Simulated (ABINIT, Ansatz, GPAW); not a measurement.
# InSb3: the functional in 3 programs

It takes space group Pm-3m (No. 221, cubic). The conventional cell has a = 4.806 Å, b = 4.806 Å, c = 4.806 Å, α = 90.00°, β = 90.00°, γ = 90.00°. Around Sb (site symmetry 4/mmm) lie 8 Sb at 3.40 Å and 4 In at 3.40 Å. In (site symmetry m-3m) has 12 Sb at 3.40 Å as nearest neighbours.

The cell comes from a database or a generator and needn't be the stable form of this composition.

Kept alike: task band structure; k mesh 6 × 6 × 6; occupations fermi-dirac, width 0.05 eV; no spin polarisation. The mesh is that of the run's cell of 4 atoms. No spin-orbit coupling.

- A: ABINIT; JTH PAW LDA v2.0 (LDA); JTH PAW PBE v2.0 (PBE); PseudoDojo NC SR PBEsol v0.4.1 standard (PBEsol), cutoff 599 to 1088 eV
- B: Ansatz, Ansatz PAW, made for PBE, cutoff 420 eV
- C: GPAW; the program's PAW data sets (release 1.2.1) made for this functional (LDA); GPAW PAW data sets (gpaw-data 1.2.1) (PBE); PAW data sets generated for this functional (PBEsol), cutoff 600 eV

| functional | A: pressure (GPa) | B: pressure (GPa) | C: pressure (GPa) |
| --- | --- | --- | --- |
| LDA | -3.83 | -3.84 | -4.11 |
| PBE | 0.17 | 0.18 | -0.11 |
| PBEsol | -2.72 | -2.68 | -2.96 |

Pressure is positive in compression; plane-wave values hold the error of the finite cutoff, which Ansatz corrects. Values on potentials made for another functional: B at LDA, PBEsol. For a metal such a mesh leaves the last digits unconverged.

**Question.** How large is the effect of the functional, and do the programs agree on it?

**Answer.** From LDA to PBE the pressure moves by +4.00 in A, +4.02 in B, +4.00 in C (GPa). Row by row the programs differ by 0.28 to 0.29, and over this span the shifts, as printed, agree within 1 %. Shifts from LDA: PBE +4.00, +4.02, +4.00; PBEsol +1.11, +1.16, +1.15; the programs' shifts differ by up to 0.05.
